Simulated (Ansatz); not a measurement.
Consider the following.

Zr3HRh:
```
Zr3HRh
1.0
    4.35035     0.00000     0.00000
    0.00000     4.35035     0.00000
    0.00000     0.00000     4.35035
Rh Zr H
1 3 1
Cartesian
  0.00000   0.00000   0.00000
  2.17517   2.17517   0.00000
  2.17517   0.00000   2.17517
  0.00000   2.17517   2.17517
  2.17517   2.17517   2.17517
```

This is the r²SCAN-relaxed structure.

Task: All from plane-wave PAW r²SCAN (Ansatz code), unless another level is named. Give the density of states at the Fermi level.

Result: 0.87 states/eV per atom (mean over ±0.08 eV).

Task: Next, the formation energy from the elements (no fitted shifts)?

Result: -0.29 eV/atom.

Task: Predict the gap with spin–orbit coupling.

Result: none (metallic).

Space group Pm-3m. The start of the workflow was typed in or built on a structure type; neither database checked (COD, Materials Project) lists it. Whether it is the stable phase at ambient conditions was not checked. The cell was relaxed with r²SCAN under the symmetry of its start. At this level the phase is mechanically unstable. No spin polarisation was allowed. The references are the lowest solids computed at this level, not always the standard phases (solids in place of the gases). Scalar-relativistic: spin–orbit coupling is off unless named, which matters more the heavier the elements.

Potentials: the earlier of the program's two PAW sets.
